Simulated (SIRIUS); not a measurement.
A self-consistent single point of TiSi2 (P-1, 6 atoms in the cell; from Materials Project mp-2582, changed as shown).

```xyz
6
Lattice="0.0000 4.0780 4.2220 2.3192 0.0000 4.1375 2.3666 4.0780 0.0000" Properties=species:S:1:pos:R:3 pbc="T T T"
Ti     2.3429     4.0780     4.1798
Ti     3.5144     6.1170     6.2696
Si     2.3589     6.8301     4.2082
Si     2.3269     1.3259     4.1513
Si     1.1791     3.3649     2.1036
Si     1.1638     0.7131     2.0762
```

All values come from this method and carry its errors: LDA (PW92), GBRV LDA ultrasoft pseudopotentials (plane waves; SIRIUS).

SIRIUS settings:

```
setting                                                               value
--------------------------------------  -----------------------------------
parameters.ngridk                                                     6 6 6
parameters.xc_functionals                           [XC_LDA_X, XC_LDA_C_PW]
parameters.gk_cutoff                                           6.325 1/bohr
parameters.pw_cutoff                                          14.143 1/bohr
parameters.smearing                                             fermi_dirac
parameters.smearing_width                                     0.00367493 Ha
potentials                              GBRV LDA ultrasoft pseudopotentials
parameters.electronic_structure_method                      pseudopotential
parameters.num_bands                                                     24
parameters.num_mag_dims                                                   0
parameters.num_dft_iter                                                 100
parameters.energy_tol                                              1e-07 Ha
parameters.density_tol                                                1e-06
mixer.type                                                         anderson
mixer.beta                                                              0.3
mixer.use_hartree                                                      true
```

Results:

```
Quantity                                                 Result
------------------------------------------------  -------------
Number of valence electrons                                  40
Number of bands                                              24
Number of k-points after the program's reduction            112
Number of plane waves (most at a k-point)                  2320
Number of SCF iterations                                     20
FFT grid                                           54 × 45 × 45
Free energy E − TS                                -3772.9115 eV
Fermi level (on the code's own zero)                   13.10 eV
Pressure                                               2.85 GPa
Largest force (vector length)                        0.218 eV/Å
```

Forces (eV/Å):
| atom | Fx | Fy | Fz |
|---|---|---|---|
| Ti1 | -0.073 | 0.183 | -0.044 |
| Ti2 | 0.073 | -0.183 | 0.044 |
| Si3 | -0.033 | -0.047 | -0.055 |
| Si4 | -0.038 | 0.215 | 0.004 |
| Si5 | 0.033 | 0.047 | 0.055 |
| Si6 | 0.038 | -0.215 | -0.004 |

Stress (GPa, positive for compression):
```
 4.03  -0.91   4.19
-0.91  -0.28  -1.19
 4.19  -1.19   4.80
```

For comparison: a first run was changed to give this one (lattice vector b scaled by 0.98), and from it to this one the free energy goes up by 7.6 meV/atom, the pressure goes from -0.86 to 2.85 GPa and the largest force goes from 0.117 to 0.218 eV/Å.

The structure comes from a collection of computed structures, made at another level of theory; the collection holds predicted forms beside known ones. Its lattice was then scaled. No clean gap shows at this smearing width and mesh (spacing up to 0.29 Å⁻¹); the mesh is coarse for partly filled bands, so the values carry mesh errors.

Cost on one core: around 5 core-minutes (rough).
